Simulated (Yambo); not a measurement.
Given:

```
CELL_PARAMETERS angstrom
      4.54756     0.00000     0.00000
      0.00000     3.73932     0.00000
     -0.57236     0.00000     6.15901
ATOMIC_POSITIONS crystal
  H  0.70095 0.46097 0.13032
  H  0.29905 0.53903 0.86968
  H  0.29905 0.96097 0.86968
  H  0.70095 0.03903 0.13032
  N  0.72744 0.25000 0.23647
  N  0.27256 0.75000 0.76353
  K  0.22487 0.75000 0.30966
  K  0.77513 0.25000 0.69034
```

Workflow: LDA (Quantum ESPRESSO, PseudoDojo norm-conserving, 84 Ry, without SOC), then G0W0 in Yambo (4×4×2 Γ-centred k mesh, 148 bands and a 7 Ry block in the screening, 148 bands in G with the Bruneval-Gonze terminator, plasmon pole fitted at 27.2 eV).

Problem. Give the LDA and G0W0 gaps between the band edges found on this mesh, and say where the edges lie.

Solution. Edges: Γ → Γ. LDA: 1.94 eV; G0W0: 4.22 eV. Nearest settings tried, and what they do to the gap: 115 bands in W, 115 bands in G: +0 meV; 6 Ry block (181 vectors against 219): -42 meV; 4×4×4 mesh: +16 meV. So the settings aren't converged at that level. 

Geometry of the Materials Project entry, not relaxed at this level.
